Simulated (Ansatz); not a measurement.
A relaxed structure of CaO is spoiled in several ways and relaxed again each time (noise and exchanges are one random draw each; pressure is positive under compression). These are PBE (plane waves to 420 eV, PAW, scalar-relativistic; Ansatz, a quantum-chemistry and plane-wave program) values and carry that method's errors.

```cif
data_Ca4O4
_chemical_formula_sum 'O4 Ca4'
_space_group_name_H-M_alt 'Fm-3m'
_space_group_IT_number 225
_space_group_name_Hall '-F 4 2 3'
_cell_length_a 4.83070
_cell_length_b 4.83070
_cell_length_c 4.83070
_cell_angle_alpha 90.000
_cell_angle_beta 90.000
_cell_angle_gamma 90.000
loop_
_atom_site_label
_atom_site_type_symbol
_atom_site_symmetry_multiplicity
_atom_site_Wyckoff_symbol
_atom_site_fract_x
_atom_site_fract_y
_atom_site_fract_z
_atom_site_occupancy
O1 O 4 a 0.00000 0.00000 0.00000 1
Ca1 Ca 4 b 0.50000 0.50000 0.50000 1
```
(The calculation used a cell of 2 atoms; values per cell refer to that cell.)

| change | first pressure (GPa) | first V (Å³/atom) | released (eV/atom) | moves | outcome | final group | E − E(parent) (eV/atom) |
|---|---|---|---|---|---|---|---|
| with every coordinate shifted by Gaussian noise of σ = 0.45 Å | 13.2 | 14.09 | 0.29 | 4 | returns to the parent | Fm-3m | 0.000 |
| deformed by the Cartesian strain tensor (xx, yy, zz, yz, xz, xy) = (-0.062, -0.039, -0.011, -0.043, -0.010, 0.017) | ? | 12.53 | ? | 7 | ? | ? | ? |
| doubled along one cell vector, shaken by Gaussian noise of σ = 0.08 Å a coordinate | 2.4 | 14.09 | 0.066 | 4 | returns to the parent | Fm-3m | 0.000 |

**Question.** What belongs in the gaps?

**Answer.** 
- deformed by the Cartesian strain tensor (xx, yy, zz, yz, xz, xy) = (-0.062, -0.039, -0.011, -0.043, -0.010, 0.017), first pressure (GPa): 16.2
- deformed by the Cartesian strain tensor (xx, yy, zz, yz, xz, xy) = (-0.062, -0.039, -0.011, -0.043, -0.010, 0.017), released (eV/atom): 0.11
- deformed by the Cartesian strain tensor (xx, yy, zz, yz, xz, xy) = (-0.062, -0.039, -0.011, -0.043, -0.010, 0.017), outcome: returns to the parent
- deformed by the Cartesian strain tensor (xx, yy, zz, yz, xz, xy) = (-0.062, -0.039, -0.011, -0.043, -0.010, 0.017), final group: Fm-3m
- deformed by the Cartesian strain tensor (xx, yy, zz, yz, xz, xy) = (-0.062, -0.039, -0.011, -0.043, -0.010, 0.017), E − E(parent) (eV/atom): 0.000

First-step values come from each run's starting, coarser k-mesh (8×8×8, 9×9×8, 8×4×8). The runs use different k-meshes, so differences are rounded accordingly. No spin polarisation in the result.
